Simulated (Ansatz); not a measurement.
The calculation used Ansatz 0.2.0, DFT PBE, scalar-relativistic, plane waves, PAW. Cutoff 420 eV, Γ-centred meshes of about 0.25 Å⁻¹ or finer for metals and 0.3 Å⁻¹ for insulators (2π included), Gaussian smearing. No spin polarisation.

All energies are static (0 K, no zero-point motion).

Two relaxed structures of Bi2TeO4:

A.

```cif
data_structure
_symmetry_space_group_name_H-M 'R-3m:H'
_symmetry_Int_Tables_number 166
_cell_length_a 3.8780
_cell_length_b 3.8780
_cell_length_c 25.7890
_cell_angle_alpha 90.000
_cell_angle_beta 90.000
_cell_angle_gamma 120.000
_cell_volume 335.88
loop_
_atom_site_label
_atom_site_type_symbol
_atom_site_symmetry_multiplicity
_atom_site_Wyckoff_symbol
_atom_site_fract_x
_atom_site_fract_y
_atom_site_fract_z
_atom_site_occupancy
Bi1 Bi 6 c 0.33333 0.66667 0.89428 1
Te1 Te 3 a 0.00000 0.00000 0.00000 1
O1 O 6 c 0.33333 0.66667 0.80200 1
O2 O 6 c 0.66667 0.33333 0.70696 1
```

B.

```cif
data_structure
_symmetry_space_group_name_H-M 'I4/mmm'
_symmetry_Int_Tables_number 139
_cell_length_a 4.2609
_cell_length_b 4.2609
_cell_length_c 12.5343
_cell_angle_alpha 90.000
_cell_angle_beta 90.000
_cell_angle_gamma 90.000
_cell_volume 227.57
loop_
_atom_site_label
_atom_site_type_symbol
_atom_site_symmetry_multiplicity
_atom_site_Wyckoff_symbol
_atom_site_fract_x
_atom_site_fract_y
_atom_site_fract_z
_atom_site_occupancy
Bi1 Bi 4 e 0.50000 0.50000 0.16240 1
Te1 Te 2 a 0.00000 0.00000 0.00000 1
O1 O 4 c 0.00000 0.50000 0.00000 1
O2 O 4 d 0.50000 0.00000 0.25000 1
```

Question: Which form is favoured at zero pressure, and by what margin per atom?

Answer: B is lower, by 112 meV/atom. A has space group R-3m (No. 166), 16.0 Å³/atom and no gap on its mesh; B has space group I4/mmm (No. 139), 16.3 Å³/atom and no gap. Counting O atoms around Bi and Te (those within 1.25 times the shortest such distance or 1.15 times the sum of covalent radii, 1.27 where that leaves under three; a plus sign parts nearer from farther groups; the shortest distance is added where it exceeds 1.18 times the sum of covalent radii), A has Bi 4+3, Te 6 from 2.5 Å and B has Bi 4+4, Te 4. In A, Bi has 4 O at 2.37–2.38 Å and 3 O at 2.80 Å; Te has 6 O at 2.47 Å; O on its first site is surrounded by 4 Bi at 2.37–2.38 Å and 3 O at 2.76 Å; 1 more site not described. In B, Bi is surrounded by 4 O at 2.40 Å and 4 O at 2.95 Å; around Te lie 4 O at 2.13 Å; O on a site of symmetry mmm is surrounded by 2 Te at 2.13 Å and 4 Bi at 2.95 Å; 1 more site not described. Both come from trial cells of a structure search, whose lowest cell (C2, 18.5 Å³/atom) lies 141 meV/atom below the lower of the two.

No dispersion correction is applied, so the spacing and binding between layers, chains or molecules are poorly described (I4/mmm), and this can change margins and order among such cells. Spin–orbit coupling, which can matter for Bi and Te, is left out. The zero gap of I4/mmm may come from the functional, which often closes small gaps, or the cell may be a true semimetal. With atoms moved at random, B (by 59 meV/atom) fell into a lower structure. A had no clear such test and can be a saddle point. Some structure types and database cells were kept out of the candidates from the start, so a known form may be missing.
